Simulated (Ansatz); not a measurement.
WSe$_{2}$ (2H-MoS2 type, space group P6_3/mmc)

```xyz
6
Lattice="3.2999 0.0000 0.0000 -1.6499 2.8578 0.0000 0.0000 0.0000 13.1513" Properties=species:S:1:pos:R:3 pbc="T T T"
W      0.0000     1.9052     3.2878
W      1.6499     0.9526     9.8635
Se     0.0000     1.9052     8.1980
Se     1.6499     0.9526     1.6224
Se     1.6499     0.9526     4.9533
Se     0.0000     1.9052    11.5289
```

The relaxed cell is deformed in two ways at once: its volume V is scaled, and at that volume it is stretched along z (the c axis of the conventional cell) so that c/a changes. Fractional atomic positions are held.

All values below come from r2SCAN+rVV10 (plane waves to 500 eV, PAW, scalar-relativistic; Ansatz, a quantum-chemistry and plane-wave program). k mesh 11×11×3 (Γ-centred), Fermi-Dirac smearing 0.05 eV. Energies are smeared free energies. As the atoms are clamped, bonds stretch with the cell, which overstates energies and stresses. Spin-orbit coupling is left out, though W is heavy. WSe2 is run without spin polarisation. WSe2 was relaxed with its symmetry unable to fall. The zero of ΔE is the relaxed starting cell.

Q: What ΔE (eV/atom) does the calculation give at all points of the grid V/V₀ = 0.920, 0.960, 1.000, 1.040, 1.080 by (c/a)/(c/a)₀ = 0.960, 0.980, 1.000, 1.020, 1.040?

A: ΔE (eV/atom), with V/V₀ across and (c/a)/(c/a)₀ down:

```tsv
(c/a)/(c/a)₀ \ V/V₀	0.920	0.960	1.000	1.040	1.080
0.960	0.0869	0.0307	0.0115	0.0220	0.0565
0.980	0.0744	0.0202	0.0028	0.0150	0.0510
1.000	0.0680	0.0157	0.0000	0.0137	0.0511
1.020	0.0674	0.0169	0.0027	0.0178	0.0564
1.040	0.0724	0.0235	0.0107	0.0271	0.0668
```

(A scan under strain: stresses follow from slopes of the energy per volume, elastic moduli from its curvatures.)
